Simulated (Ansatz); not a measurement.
Total density of states per atom from LDA (plane waves, PAW; program Ansatz), in 0.25 eV bins, energy from the Fermi level:

(E (eV), states/eV/atom): (-7.85, 0.28); (-7.60, 0.21); (-7.35, 0.17); (-7.10, 0.13); (-6.85, 0.11); (-6.60, 0.08); (-6.35, 0.07); (-6.10, 0.05); (-5.85, 0.04); (-5.60, 0.17); (-5.35, 0.30); (-5.10, 0.37); (-4.85, 0.37); (-4.60, 0.41); (-4.35, 0.47); (-4.10, 0.53); (-3.85, 0.66); (-3.60, 0.73); (-3.35, 0.72); (-3.10, 0.71); (-2.85, 0.71); (-2.60, 0.70); (-2.35, 0.71); (-2.10, 0.71); (-1.85, 0.72); (-1.60, 0.68); (-1.35, 0.59); (-1.10, 0.56); (-0.85, 0.56); (-0.60, 0.41); (-0.35, 0.22); (-0.10, 0.05); (0.15, 0.14); (0.40, 0.57); (0.65, 0.75); (0.90, 0.67); (1.15, 0.58); (1.40, 0.55); (1.65, 0.57); (1.90, 0.67); (2.15, 0.85); (2.40, 0.82); (2.65, 0.56); (2.90, 0.53); (3.15, 0.64); (3.40, 0.78); (3.65, 0.64); (3.90, 0.51); (4.15, 0.66); (4.40, 0.87); (4.65, 0.83)

### Question
Which of these materials gives this?
A. Sb, A7 (α-As type)
B. MgO, wurtzite
C. TiSi2, Fddd (Ti on 8b, Si on 16f)
D. Ti, hcp (Mg type)

### Answer
A, Sb, A7 (α-As type). Within 0.5 eV of the Fermi level: Sb 5p 83 %, Sb 5s 13 %. Projections are on Löwdin-orthogonalised atomic valence shells; empty p or d shells of many metals are not among them.

Space group R-3m (A7 (α-As type)). The LDA relaxation kept the symmetry of its start; of distortions, only those at the zone centre were tested. Spin–orbit coupling is left out wherever it is not named.

Potentials: the earlier of the program's two PAW sets.
